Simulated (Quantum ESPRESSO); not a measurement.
# AlTa3AgRuV2: finding a planted mistake in a log

A calculation, not a measurement. The program is pw.x of Quantum ESPRESSO 7.5 (plane-wave density functional theory). The cell is made up: eight metal atoms on a face-centred cubic lattice, with elements, volume, strain and displacements drawn at random and not relaxed, so it may be unstable or far from any real phase. PseudoDojo standard norm-conserving files set the functional (PBE unless stated); there is no spin polarisation or spin-orbit coupling, the Fermi-Dirac width of 0.25 eV means electrons at about 2900 K, and the masses in the input are unused placeholders. Heavy elements are run without spin-orbit coupling, which real alloys of them have. A spin test at this wide smearing found no moment, but such smearing suppresses magnetism that the real alloy may have.

Intended input:

```
&control calculation='scf', pseudo_dir='./dojo.nc.sr.pbe.v0_5.standard.upf', outdir='./o', disk_io='minimal', tprnfor=.true., tstress=.true. /
&system ibrav=0, nat=8, ntyp=5, nbnd=68, ecutwfc=84.00895049, nosym=.true., tot_charge=0,
 occupations='smearing', smearing='fd', degauss=0.0183746611
/
&electrons conv_thr=1.470e-08, electron_maxstep=70, mixing_beta=0.5 /
ATOMIC_SPECIES
Ag 1.0 Ag.upf
Al 1.0 Al.upf
Ru 1.0 Ru.upf
Ta 1.0 Ta.upf
V 1.0 V.upf
CELL_PARAMETERS angstrom
2.0391 3.8957 1.9493
1.9449 -3.9024 2.057
1.9965 0.1044 -6.014
ATOMIC_POSITIONS angstrom
Al -0.0083 0.0528 -0.0885
Ta 2.0138 -1.8037 0.0998
Ag 1.9666 0.0973 -2.0814
Ru 4.0134 -1.8568 -1.8985
V 1.868 -0.0935 1.9434
Ta 1.8737 2.0265 -0.0342
Ta 4.0072 0.1356 -0.0493
V 3.9718 2.1821 -2.0205
K_POINTS automatic
6 6 4 1 1 1
```

The log is shortened where brackets say so; the opening notice, blank lines, dates and the lines on written files are dropped, and the path of the files is cut. It prints rydbergs, bohrs and kilobars, and counts compression as positive stress. Its total energy is the free energy E - TS of the whole cell.

Log of the intended run:

```
     Program PWSCF v.7.5
     Parallel version (MPI & OpenMP), running on       4 processor cores
     Number of MPI processes:                 4
     Threads/MPI process:                     1
     [start-up lines left out]
     bravais-lattice index     =            0
     lattice parameter (alat)  =       9.0892  a.u.
     unit-cell volume          =     840.6151 (a.u.)^3
     number of atoms/cell      =            8
     number of atomic types    =            5
     number of electrons       =       103.00
     number of Kohn-Sham states=           68
     kinetic-energy cutoff     =      84.0090  Ry
     charge density cutoff     =     336.0358  Ry
     scf convergence threshold =      1.5E-08
     mixing beta               =       0.5000
     number of iterations used =            8  plain     mixing
     Exchange-correlation= PBE
                           (   1   4   3   4   0   0   0)
     [axes and pseudopotential details left out]
   Cartesian axes
     site n.     atom                  positions (alat units)
         1        Al     tau(   1) = (  -0.0017256   0.0109776  -0.0183999  )
         2        Ta     tau(   2) = (   0.4186868  -0.3750052   0.0207493  )
         3        Ag     tau(   3) = (   0.4088735   0.0202295  -0.4327415  )
         4        Ru     tau(   4) = (   0.8344214  -0.3860451  -0.3947149  )
         5        V      tau(   5) = (   0.3883737  -0.0194395   0.4040500  )
         6        Ta     tau(   6) = (   0.3895588   0.4213273  -0.0071105  )
         7        Ta     tau(   7) = (   0.8331323   0.0281924  -0.0102499  )
         8        V      tau(   8) = (   0.8257724   0.4536779  -0.4200798  )
     number of k points=    72  Fermi-Dirac smearing, width (Ry)=  0.0184
                       cart. coord. in units 2pi/alat
        k(    1) = (   0.2262593  -0.0030772  -0.0249118), wk =   0.0277778
        k(    2) = (   0.3770445  -0.0069697  -0.1748642), wk =   0.0277778
     [further k points left out]
     Dense  grid:    87481 G-vectors     FFT dimensions: (  54,  54,  72)
     Estimated max dynamical RAM per process >     372.03 MB
     Estimated total dynamical RAM >       1.39 GB
     Initial potential from superposition of free atoms
     starting charge     102.9915, renormalised to     103.0000
     Starting wfcs are   74 randomized atomic wfcs
     total cpu time spent up to now is        6.2 secs
     per-process dynamical memory:   303.4 Mb
     Self-consistent Calculation
     iteration #  1     ecut=    84.01 Ry     beta= 0.50
     Davidson diagonalization with overlap
     ethr =  1.00E-02,  avg # of iterations =  3.0
     total cpu time spent up to now is       21.2 secs
     total energy              =   -1200.25514803 Ry
     estimated scf accuracy    <       3.98164197 Ry
     iteration #  2     ecut=    84.01 Ry     beta= 0.50
     Davidson diagonalization with overlap
     ethr =  3.87E-03,  avg # of iterations =  3.0
     total cpu time spent up to now is       37.1 secs
     total energy              =   -1201.02244879 Ry
     estimated scf accuracy    <      22.51268798 Ry
     [iterations 3 to 14 left out]
     iteration # 15     ecut=    84.01 Ry     beta= 0.50
     Davidson diagonalization with overlap
     ethr =  9.90E-10,  avg # of iterations =  1.6
     total cpu time spent up to now is      208.2 secs
     total energy              =   -1202.64240833 Ry
     estimated scf accuracy    <       0.00000043 Ry
     iteration # 16     ecut=    84.01 Ry     beta= 0.50
     Davidson diagonalization with overlap
     ethr =  4.19E-10,  avg # of iterations =  1.0
     total cpu time spent up to now is      219.6 secs
     End of self-consistent calculation
     [lines on levels left out]
!    total energy              =   -1202.64240835 Ry
     estimated scf accuracy    <          5.8E-09 Ry
     smearing contrib. (-TS)   =      -0.12347282 Ry
     internal energy E=F+TS    =   -1202.51893554 Ry
     The total energy is F=E-TS. E is the sum of the following terms:
     one-electron contribution =    -390.68090749 Ry
     hartree contribution      =     248.65698935 Ry
     xc contribution           =    -217.50308777 Ry
     ewald contribution        =    -842.99192963 Ry
     convergence has been achieved in  16 iterations
     Forces acting on atoms (cartesian axes, Ry/au):
     atom    1 type  2   force =    -0.04236962    0.00761558    0.03029755
     atom    2 type  4   force =    -0.07758784   -0.02135813   -0.05979576
     atom    3 type  1   force =     0.03459575   -0.01412643    0.02069766
     atom    4 type  3   force =     0.01262183    0.01425585   -0.03406018
     atom    5 type  5   force =    -0.00240088    0.04984957    0.05255302
     atom    6 type  4   force =     0.05068422   -0.01249319    0.04741760
     atom    7 type  4   force =     0.02094982    0.02567048   -0.02794683
     atom    8 type  5   force =     0.00350672   -0.04941374   -0.02916306
     Total force =     0.177706     Total SCF correction =     0.000187
     Computing stress (Cartesian axis) and pressure
          total   stress  (Ry/bohr**3)                   (kbar)     P=      104.60
   0.00058336  -0.00012902   0.00008065           85.82      -18.98       11.86
  -0.00012902   0.00071637   0.00017820          -18.98      105.38       26.21
   0.00008065   0.00017820   0.00083340           11.86       26.21      122.60
     init_run     :      5.78s CPU      6.06s WALL (       1 calls)
     electrons    :    208.16s CPU    213.40s WALL (       1 calls)
     forces       :      2.43s CPU      2.45s WALL (       1 calls)
     stress       :      8.10s CPU      8.12s WALL (       1 calls)
     [timing details left out]
     PWSCF        :   3m44.63s CPU   3m50.27s WALL
     JOB DONE.
```

A second run was made from an input with one planted mistake. Its log:

```
     Program PWSCF v.7.5
     Parallel version (MPI & OpenMP), running on       4 processor cores
     Number of MPI processes:                 4
     Threads/MPI process:                     1
     [start-up lines left out]
     bravais-lattice index     =            0
     lattice parameter (alat)  =       9.0892  a.u.
     unit-cell volume          =     840.6151 (a.u.)^3
     number of atoms/cell      =            8
     number of atomic types    =            5
     number of electrons       =       103.00
     number of Kohn-Sham states=           68
     kinetic-energy cutoff     =      84.0090  Ry
     charge density cutoff     =     336.0358  Ry
     scf convergence threshold =      1.5E-08
     mixing beta               =       0.5000
     number of iterations used =            8  plain     mixing
     Exchange-correlation= PBE
                           (   1   4   3   4   0   0   0)
     [axes and pseudopotential details left out]
   Cartesian axes
     site n.     atom                  positions (alat units)
         1        Al     tau(   1) = (  -0.0017256   0.0608757  -0.0183999  )
         2        Ta     tau(   2) = (   0.4186868  -0.3750052   0.0207493  )
         3        Ag     tau(   3) = (   0.4088735   0.0202295  -0.4327415  )
         4        Ru     tau(   4) = (   0.8344214  -0.3860451  -0.3947149  )
         5        V      tau(   5) = (   0.3883737  -0.0194395   0.4040500  )
         6        Ta     tau(   6) = (   0.3895588   0.4213273  -0.0071105  )
         7        Ta     tau(   7) = (   0.8331323   0.0281924  -0.0102499  )
         8        V      tau(   8) = (   0.8257724   0.4536779  -0.4200798  )
     number of k points=    72  Fermi-Dirac smearing, width (Ry)=  0.0184
                       cart. coord. in units 2pi/alat
        k(    1) = (   0.2262593  -0.0030772  -0.0249118), wk =   0.0277778
        k(    2) = (   0.3770445  -0.0069697  -0.1748642), wk =   0.0277778
     [further k points left out]
     Dense  grid:    87481 G-vectors     FFT dimensions: (  54,  54,  72)
     Estimated max dynamical RAM per process >     372.03 MB
     Estimated total dynamical RAM >       1.39 GB
     Initial potential from superposition of free atoms
     starting charge     102.9915, renormalised to     103.0000
     Starting wfcs are   74 randomized atomic wfcs
     total cpu time spent up to now is        6.5 secs
     per-process dynamical memory:   303.4 Mb
     Self-consistent Calculation
     iteration #  1     ecut=    84.01 Ry     beta= 0.50
     Davidson diagonalization with overlap
     ethr =  1.00E-02,  avg # of iterations =  3.0
     total cpu time spent up to now is       21.3 secs
     total energy              =   -1200.23642909 Ry
     estimated scf accuracy    <       3.99210538 Ry
     iteration #  2     ecut=    84.01 Ry     beta= 0.50
     Davidson diagonalization with overlap
     ethr =  3.88E-03,  avg # of iterations =  3.0
     total cpu time spent up to now is       37.0 secs
     total energy              =   -1200.97734707 Ry
     estimated scf accuracy    <      22.65233980 Ry
     [iterations 3 to 14 left out]
     iteration # 15     ecut=    84.01 Ry     beta= 0.50
     Davidson diagonalization with overlap
     ethr =  1.68E-10,  avg # of iterations =  3.0
     total cpu time spent up to now is      209.9 secs
     total energy              =   -1202.62507909 Ry
     estimated scf accuracy    <       0.00000126 Ry
     iteration # 16     ecut=    84.01 Ry     beta= 0.50
     Davidson diagonalization with overlap
     ethr =  1.68E-10,  avg # of iterations =  2.0
     total cpu time spent up to now is      222.2 secs
     End of self-consistent calculation
     [lines on levels left out]
!    total energy              =   -1202.62507915 Ry
     estimated scf accuracy    <          9.4E-09 Ry
     smearing contrib. (-TS)   =      -0.12301990 Ry
     internal energy E=F+TS    =   -1202.50205925 Ry
     The total energy is F=E-TS. E is the sum of the following terms:
     one-electron contribution =    -391.12730627 Ry
     hartree contribution      =     248.88058325 Ry
     xc contribution           =    -217.52244611 Ry
     ewald contribution        =    -842.73289013 Ry
     convergence has been achieved in  16 iterations
     Forces acting on atoms (cartesian axes, Ry/au):
     atom    1 type  2   force =    -0.05429571   -0.08489852    0.03681309
     atom    2 type  4   force =    -0.08687345    0.00957873   -0.08107339
     atom    3 type  1   force =     0.03444078   -0.01516732    0.02088560
     atom    4 type  3   force =     0.01670936    0.02323765   -0.02692372
     atom    5 type  5   force =    -0.00256008    0.05146700    0.05368867
     atom    6 type  4   force =     0.07647423    0.02526317    0.06114133
     atom    7 type  4   force =     0.02246731    0.02782776   -0.03005718
     atom    8 type  5   force =    -0.00636244   -0.03730848   -0.03447440
     Total force =     0.222902     Total SCF correction =     0.000379
     Computing stress (Cartesian axis) and pressure
          total   stress  (Ry/bohr**3)                   (kbar)     P=      112.71
   0.00066602  -0.00003711   0.00007061           97.97       -5.46       10.39
  -0.00003711   0.00076717   0.00008031           -5.46      112.85       11.81
   0.00007061   0.00008031   0.00086538           10.39       11.81      127.30
     init_run     :      6.14s CPU      6.42s WALL (       1 calls)
     electrons    :    210.46s CPU    215.69s WALL (       1 calls)
     forces       :      2.35s CPU      2.37s WALL (       1 calls)
     stress       :      7.98s CPU      7.98s WALL (       1 calls)
     [timing details left out]
     PWSCF        :   3m47.03s CPU   3m52.62s WALL
     JOB DONE.
```

Question: the log repeats what the program read. Compare it with the intended run: what was wrong in the second input?

Answer: one coordinate of one atom is wrong. The input lines that differ:

```
- Al -0.0083 0.0528 -0.0885
+ Al -0.0083 0.2928 -0.0885
```

```
                                            intended run  run with the mistake
                          free energy (eV)    -16362.784            -16362.548
         entropy term -TS, part of it (eV)        -1.680                -1.674
                            pressure (GPa)         10.46                 11.27
size of the largest force component (eV/Å)         1.995                 2.234
largest change of a force component (eV/Å)                               2.379
                                iterations            16                    16
```

For scale, a rerun of the intended cell at a higher cutoff and on a denser mesh moved values by no more than 0.003 eV in energy, 0.02 GPa in stress and 0.003 eV/Å in force, and a second program with other atomic files agreed on that cell to 2 % rms in force and 0.5 GPa in pressure.